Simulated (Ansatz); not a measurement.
A geometry of SiS2 away from equilibrium: step 3 of the relaxation of a relaxed SiS2 cell, doubled along one cell vector, shaken by Gaussian noise of σ = 0.08 Å a coordinate. The numbers are results of r2SCAN (plane waves to 500 eV, PAW, scalar-relativistic; Ansatz, a first-principles code), not measurements. Γ-centred k-mesh 8×4×2 on the run's cell (coarser than for final values), Fermi–Dirac smearing 0.05 eV. The plane waves were selected for a different cell earlier on the path.

```xyz
12
Lattice="3.2271 -0.0022 0.0204 -3.2308 5.6288 0.0482 0.0804 0.1560 12.5140" Properties=species:S:1:pos:R:3 pbc="T T T"
Si    -0.0204     1.8234     3.3629
Si    -1.6607     4.6483     3.2447
Si     1.6732     1.0827     9.3121
Si     0.0363     3.8359     9.3144
S     -0.0062     1.9232     7.8567
S     -1.5981     4.7545     7.9044
S      1.5844     0.8855     1.9005
S      0.0634     3.6792     1.8312
S      1.6274     0.9879     4.8013
S     -0.0520     3.8025     4.7020
S      0.1275     1.9688    10.7822
S     -1.5067     4.8055    10.7231
```

### Question
What forces act on the atoms (eV/Å)?

### Answer
```
atom     Fx     Fy     Fz
----  -----  -----  -----
Si1    0.17   0.35   0.10
Si2    0.25  -0.23   0.00
Si3   -0.07  -0.69   0.17
Si4    0.15   0.29   0.00
S5    -0.21   0.08   0.18
S6    -0.39  -0.33  -0.73
S7    -0.11  -0.43  -0.12
S8     0.03  -0.38  -0.27
S9    -0.05   0.33  -0.02
S10   -0.29   0.35   0.14
S11    0.26   0.44  -0.24
S12    0.27   0.21   0.80
```

The path ends in P4₂/nmc (No. 137). No spin polarisation in the result. Without a van der Waals term the distances between weakly bound units are poorly fixed.

The end of the path is a generated cell of SiS2: the first start was made by placing the elements on the sites of a structure type, and the end was not matched to a known phase here, so it may be hypothetical.
